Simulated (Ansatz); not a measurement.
One crystal and one scan (scan of one atom of the cell) at two levels, PBE (plane waves to 420 eV, PAW, scalar-relativistic; Ansatz, an electronic-structure program) and r2SCAN (plane waves to 500 eV, PAW, scalar-relativistic; Ansatz), each from its own relaxed cell and on its own mesh. The cell shown is that of PBE.

Relaxed Ge (diamond):

```
CELL_PARAMETERS angstrom
      0.00000     2.88084     2.88084
      2.88084     0.00000     2.88084
      2.88084     2.88084     0.00000
ATOMIC_POSITIONS crystal
  Ge 0.50000 0.50000 0.50000
  Ge 0.75000 0.75000 0.75000
```

Scan: atom 2 (Ge, nearest neighbour Ge at 2.495 Å; its periodic images, 4.1 Å or more away, move with it) is displaced along Cartesian [110], direction (0.707, 0.707, 0.000) in Cartesian axes, by s. The other atoms stay.

Energies are smeared free energies. Ge was relaxed with its symmetry unable to fall. As the smearing reaches across the gap at some points, energies and forces of such displacements shift with the k mesh and the smearing. With partly filled bands, energies and forces of such displacements shift with the k mesh and the smearing. Percentages come from the unrounded values.

Results of PBE:

| Quantity | Result |
|---|---|
| Lattice constant a (Å) | 5.762 |
| Force constant k = d²E/ds² at s = 0 (finite differences) (eV/Å²) | 9.90 |
| Shape of the curve | a single well with its minimum at or next to zero displacement |

Question: What does r2SCAN give for the same quantities?

Answer: 
```csv
quantity,r2SCAN,PBE − r2SCAN
Lattice constant a (Å),5.674,+0.088 (+1.5 %)
Force constant k = d²E/ds² at s = 0 (finite differences) (eV/Å²),11.51,-1.61 (-14 %)
```

PBE gives the higher value for: lattice constant a. PBE gives the lower value for: force constant k = d²E/ds² at s = 0. Both give the same shape of the curve: a single well with its minimum at or next to zero displacement.

(A displaced cell: forces are minus the slopes of the energy, force constants its curvatures, and phonons follow from these.)
